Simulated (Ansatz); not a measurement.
# An elastic constant from a strain scan in Mg

All numbers below come from Ansatz, DFT PBEsol, scalar-relativistic, plane waves, PAW. Settings: plane waves to 420 eV, k-mesh 18×18×18 (Γ-centred), Gaussian smearing 0.15 eV. No spin polarisation. Energies are free energies at this smearing, counted from the undisturbed cell; pressure is positive in compression.

The undisturbed cell (as given, not relaxed at this level; it stands at 0.1 GPa; this fcc form isn't the usual structure):

```xyz
1
Lattice="0.0000 2.2443 2.2443 2.2443 0.0000 2.2443 2.2443 2.2443 0.0000" Properties=species:S:1:pos:R:3 pbc="T T T"
Mg    0.0000    0.0000    0.0000
```

The cell is strained by ε times the Voigt pattern (1, 1, 0, 0, 0, 0) (xx, yy, zz, yz, xz, xy; engineering shear) with fractional coordinates fixed. The cell holds 1 atom in V0 = 22.61 Å³. The stress column is τ = (1/V0) dE/dε, got from the stress tensor σ (compression positive) at each point as −det(1 + εP) σ : P(1 + εP)⁻¹, with P the pattern as a tensor.

| ε | ΔE (meV/atom) | τ (GPa) |
| --- | --- | --- |
| -0.0600 | 49.264 | -12.370 |
| -0.0450 | 26.905 | -8.803 |
| -0.0300 | 11.801 | -5.538 |
| -0.0150 | 3.122 | -2.735 |
| 0.0000 | 0.000 | -0.259 |
| 0.0150 | 1.846 | 1.962 |
| 0.0300 | 8.155 | 3.966 |
| 0.0450 | 18.478 | 5.752 |
| 0.0525 | 25.001 | 6.568 |
| 0.0600 | ? | ? |

Which combination of elastic constants does this scan measure, and how large is it?

For small ε, τ = τ0 + Kε with K = pᵀCp, which for this pattern is 2(C11 + C12) in the cubic axes. The parabola through τ at ε = -0.0150, 0 and 0.0150 has slope K = 157 GPa at zero. The energies per cell, E = NΔE, of the same two points give K = 2[E(ε₊)/ε₊ − E(ε₋)/ε₋]/[(ε₊ − ε₋)V0] = 156 GPa, in agreement.

Predict the withheld row at ε = 0.0600 from the harmonic law, and compare.

ΔE = V0(τ0 ε + Kε²/2)/N = 37.574 meV/atom and τ = 9.13 GPa. The calculation gives 32.365 meV/atom and 7.34 GPa: the energy lies 14 % below the harmonic value, as bonds soften when stretched.

In a metal these slopes depend on the k mesh and the smearing.